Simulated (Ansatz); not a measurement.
A relaxed structure of MgF$_{2}$ is spoiled in several ways and relaxed again each time (squeezed and stretched starts keep its symmetry, which their runs cannot lower; pressure is positive under compression). The numbers are results of PBEsol (plane waves to 420 eV, PAW, scalar-relativistic; Ansatz, a first-principles code), not measurements.

Space group Imma (No. 74); a = 3.8754 Å, b = 6.3591 Å, c = 8.8960 Å, α = β = γ = 90.00°

| atom | site | symmetry | x | y | z |
|---|---|---|---|---|---|
| Mg | 4e | mm2 | 0.0000 | 0.2500 | 0.3889 |
| F | 4e | mm2 | 0.0000 | 0.2500 | 0.1627 |
| F | 4b | 2/m.. | 0.0000 | 0.0000 | 0.5000 |
(The calculation used a cell of 6 atoms; values per cell refer to that cell.)

```tsv
change	first pressure (GPa)	largest first force (eV/Å)	released (eV/atom)	moves	outcome	final group	E − E(parent) (eV/atom)
squeezed uniformly to 80 % of its volume	20.5	0.95	0.19	12	returns to the parent	Imma	0.000
deformed by the Cartesian strain tensor (xx, yy, zz, yz, xz, xy) = (-0.119, -0.084, -0.147, 0.055, -0.018, 0.076)	49.4	4.88	0.71	34	returns to the parent	C2/m (nearly Imma)	0.000
```

First-step values come from each run's starting, coarser k-mesh (8×8×8, 5×8×7). The runs use different k-meshes, so differences are rounded accordingly. No spin polarisation in the result.

The relaxation started from an entry of Materials Project.
